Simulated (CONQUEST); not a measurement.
Input and output of a self-consistent single point for Ta₂Si (I4/mcm, 12 atoms in the cell; from Materials Project mp-2783) (CONQUEST).

Computed with PBEsol, numerical atomic orbitals double-zeta with polarisation (the shipped basis), PseudoDojo norm-conserving potentials made for PBEsol (CONQUEST).

```
Ta2Si
1.0
    6.17553     0.00000     0.00000
    0.00000     6.17553     0.00000
    0.00000     0.00000     5.04728
Ta Si
8 4
Cartesian
  2.07751   1.01025   2.52364
  1.01025   2.07751   0.00000
  5.16528   2.07751   2.52364
  4.09802   1.01025   0.00000
  5.16528   4.09802   0.00000
  4.09802   5.16528   2.52364
  2.07751   5.16528   0.00000
  1.01025   4.09802   2.52364
  0.00000   0.00000   1.26182
  0.00000   0.00000   3.78546
  3.08777   3.08777   3.78546
  3.08777   3.08777   1.26182
```

Reference input (self-consistent single point, DFT, PBEsol, numerical atomic orbitals double-zeta with polarisation (the shipped basis), PseudoDojo norm-conserving potentials made for PBEsol): basis = DZP; Diag.MPMeshX, Y, Z = 3 3 3; potentials = PseudoDojo norm-conserving PBEsol; Grid.GridCutoff = 140 Ha; DM.SolutionMethod = diagon; Diag.MPShiftX = 0.16666667; Diag.MPShiftY = 0.16666667; Diag.MPShiftZ = 0.16666667; Diag.SmearingType = 1; Diag.kT = 0.001837 Ha; Diag.MPOrder = 0; minE.SCTolerance = 1.0e-06. This run's input differs from it in these lines:

```diff
@@ -19,6 +19,5 @@
 Diag.MPMeshY                   3
-Diag.MPMeshZ                   3
+Diag.MPMeshZ                   4
 Diag.MPShiftX                  0.16666667
 Diag.MPShiftY                  0.16666667
-Diag.MPShiftZ                  0.16666667
 Diag.SmearingType              1
```

Log, with long lists cut:

```
    PulayMixSC: Starting Pulay mixing, A_up =  0.500 A_dn =  0.500
    PulayMixSC: Spin non-polarised calculation.
    PulayMixSC: with Kerker preconditioning, q0 =  0.100
          Harris-Foulkes Energy            :      -537.810413260276960 Ha
          Free Energy (E-TS)               :      -537.811238562895596 Ha
    PulayMixSC: Pulay iteration     1 residual:              0.15203E-02
          Harris-Foulkes Energy            :      -537.732432916088896 Ha
          Free Energy (E-TS)               :      -537.733238248804355 Ha
    PulayMixSC: Pulay iteration     2 residual:              0.55639E-03
   [... lines left out ...]
          Free Energy (E-TS)               :      -537.724923913795351 Ha
    PulayMixSC: Pulay iteration     5 residual:              0.41048E-05
          Harris-Foulkes Energy            :      -537.723656956691457 Ha
          Free Energy (E-TS)               :      -537.724927644469290 Ha
    PulayMixSC: Pulay iteration     6 residual:              0.14513E-05
          Harris-Foulkes Energy            :      -537.723657922768325 Ha
          Free Energy (E-TS)               :      -537.724925841203913 Ha
    PulayMixSC: Pulay iteration     7 residual:              0.34159E-06
    PulayMixSC: Reached SCF tolerance of  0.34159E-06 after      7 iterations
      | Number of electrons      =       120.000201
      | GS Energy with kT -> 0   =      -537.724291881986119 Ha
      | Free Energy as E-TS      =      -537.724925841203913 Ha
      |* Harris-Foulkes energy   =      -537.723657922768325 Ha
      |* DFT total energy        =      -537.723657917171295 Ha

    force: Forces on atoms (Ha/a0)
    force:  Atom   X              Y              Z
    force:     1   0.0023208709  -0.0023208711   0.0000000000
    force:     2  -0.0023208710   0.0023208710   0.0000000000
    force:     3   0.0023208718   0.0023208720   0.0000000000
    force:     4  -0.0023208718  -0.0023208720   0.0000000000
    force:     5   0.0023208709  -0.0023208711   0.0000000000
    force:     6  -0.0023208710   0.0023208710   0.0000000000
   [... lines left out ...]
    force: Maximum force :        0.00232087(Ha/a0) on atom         3 in y direction
   [... lines left out ...]
    force: Force Residual:        0.00267991 Ha/a0
    force: Total stress:          2.23560137     0.00000083     0.00000000 GPa
                             0.00000083     2.23560125     0.00000000
                             0.00000000     0.00000000     2.44779107
    force: Average pressure:     -2.30633123 GPa

    get_E_and_F: Change in energy during last step of electronic optimisation: -0.96608E-06
```

The run converged in 7 iterations. CONQUEST prints the stress tensor with tension positive. Against the reference run the free energy rises by 11.0 meV/atom and the pressure goes from -3.27 to -2.31 GPa.

The program uses no crystal symmetry, so grid and mesh can part values that symmetry would make equal. The atom-centred basis is finite, which shifts total energies, pressures and forces against plane waves. This run is one point of a test of settings, so its values need not be converged; read them against the reference run alone. The structure comes from a collection of computed structures, made at another level of theory; the collection holds predicted forms beside known ones. No clean gap shows at this smearing width and mesh (spacing up to 0.34 Å⁻¹); the mesh is coarse for partly filled bands, so the values carry mesh errors.

Cost on one core: very roughly 4 core-minutes.
